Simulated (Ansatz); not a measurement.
**Mg3Sb2 (A-La2O3 type, space group P-3m1), energy over volume and axial ratio**

Mg3Sb2 (A-La2O3 type, space group P-3m1)

```yaml
crystal:
  lattice:
    - [4.56691, 0.00000, 0.00000]
    - [-2.28346, 3.95506, 0.00000]
    - [0.00000, 0.00000, 7.24702]
  atoms:
    - { symbol: Sb, position: [0.33333, 0.66667, 0.22875] }
    - { symbol: Sb, position: [0.66667, 0.33333, 0.77125] }
    - { symbol: Mg, position: [0.00000, 0.00000, 0.00000] }
    - { symbol: Mg, position: [0.33333, 0.66667, 0.63354] }
    - { symbol: Mg, position: [0.66667, 0.33333, 0.36646] }
```

Grid over V/V₀ and (c/a)/(c/a)₀, subscript 0 meaning the relaxed cell; the conventional c axis lies along z; no internal relaxation.

Level of theory: r2SCAN (plane waves to 500 eV, PAW, scalar-relativistic; Ansatz, a program for electronic structure). k mesh 12×12×7 (Γ-centred), Fermi-Dirac smearing 0.05 eV. Energies are smeared free energies. Compression counts positive. As the atoms are clamped, bonds stretch with the cell, which overstates energies and stresses. Mg3Sb2 was relaxed with its symmetry unable to fall. Spin-orbit coupling is left out, though Sb is heavy. The zero of ΔE is the relaxed starting cell.

ΔE (meV/atom), with V/V₀ across and (c/a)/(c/a)₀ down:

```tsv
(c/a)/(c/a)₀ \ V/V₀	0.960	0.973	0.987	1.000	1.013	1.027	1.040
0.920	37.3	33.2	30.7	29.7	30.1	31.8	34.7
0.947	19.6	15.7	13.5	12.7	13.4	15.4	18.6
0.973	9.7	5.9	3.7	3.1	3.8	5.9	9.2
1.000	6.8	3.0	0.7	0.0	0.7	2.7	5.9
1.027	10.4	6.3	3.9	2.9	3.4	5.2	8.2
1.053	19.7	15.3	12.5	11.2	11.4	12.9	15.6
1.080	34.3	29.4	26.2	24.4	24.2	25.3	27.6
```

P (GPa), with V/V₀ across and (c/a)/(c/a)₀ down:

```
(c/a)/(c/a)₀ \ V/V₀  0.960  0.973  0.987  1.000  1.013  1.027  1.040
-------------------  -----  -----  -----  -----  -----  -----  -----
0.920                 2.29   1.52   0.80   0.13  -0.50  -1.08  -1.63
0.947                 2.16   1.39   0.68   0.01  -0.61  -1.20  -1.74
0.973                 2.12   1.35   0.64  -0.03  -0.65  -1.24  -1.78
1.000                 2.16   1.39   0.67   0.00  -0.62  -1.21  -1.75
1.027                 2.26   1.49   0.77   0.10  -0.53  -1.12  -1.66
1.053                 2.43   1.65   0.93   0.25  -0.38  -0.97  -1.53
1.080                 2.64   1.86   1.13   0.45  -0.19  -0.79  -1.35
```

Read from the data:

```
Item                                                                                                                                 Value
--------------------------------------------------------------------------------------  --------------------------------------------------
Modulus against c/a change at fixed volume, (3/4V)·∂²E/∂(ln c/a)² (fit, atoms clamped)     39 GPa, an upper bound as the atoms could relax
Lowest place on the grid                                                                 V/V₀ = 1.000, (c/a)/(c/a)₀ = 1.000 (0.0 meV/atom)
Highest place on the grid                                                               V/V₀ = 0.960, (c/a)/(c/a)₀ = 0.920 (37.3 meV/atom)
```

(Under strain, the slope of the energy per volume gives the stress and its curvature an elastic modulus.)
